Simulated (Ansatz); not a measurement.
GeSe in space group P-6m2 (No. 187; Ge on 1a, Se on 1f), DFT-PBE in the program Ansatz with PAW potentials, all energies at zero smearing, with the estimated change up to a 700 eV cutoff added, with one set of potentials and settings (totals compare only within such a set). Cell of 2 atoms (1 Ge, 1 Se): -9764.154 eV.

```tsv
element	reference phase	E (eV/atom)
Ge	Fd-3m, 2 atoms in the cell	-4294.9847
Se	P3_121, 3 atoms in the cell	-5469.0798
```

Formation energy per atom, worked out: (-9764.154 − 1×(-4294.9847) − 1×(-5469.0798))/2 = -0.045 eV/atom (-4 kJ per mol of atoms), at 0 K, without zero-point energy or fitted corrections.

The cell is a constructed one: a structure type filled with these elements; neither database checked (COD, Materials Project) lists it. It is not the phase usual at ambient conditions (space group No. 62). The cell was relaxed with PBE under the symmetry of its start; whether a distortion lowers the energy is not shown. The references are the lowest solids computed at this level, not always the standard phases.

Potentials: the later of the program's two PAW sets.
